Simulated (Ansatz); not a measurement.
Values for one crystal, relaxed and computed with plane-wave PAW r²SCAN (Ansatz code); other levels are named.

| Item | Result |
|---|---|
| Volume per atom | 10.62 Å³ |
| Electronic character | metallic (no gap) |
| Bulk modulus (Birch–Murnaghan fit) | 351 GPa |
| Density of states at the Fermi level | 0.38 states/eV per atom (mean over ±0.08 eV) |
| Pressure derivative B′ | 4.4 |
| Formation energy from the elements (no fitted shifts) | -0.95 eV/atom |
| Gap with spin–orbit coupling | none (metallic) |

Which compound is it?
(A) LaSb, rock salt
(B) W2N, anti-CdI2 type
(C) HfC, rock salt
(D) TaN, rock salt

D, TaN, rock salt

Space group Fm-3m (rock salt). The cell was relaxed with r²SCAN under the symmetry of its start. The run is not spin-polarised. The references are the lowest solids computed at this level, not always the standard phases (solids in place of the gases). Spin–orbit coupling is left out wherever it is not named.

Potentials: the later of the program's two PAW sets.
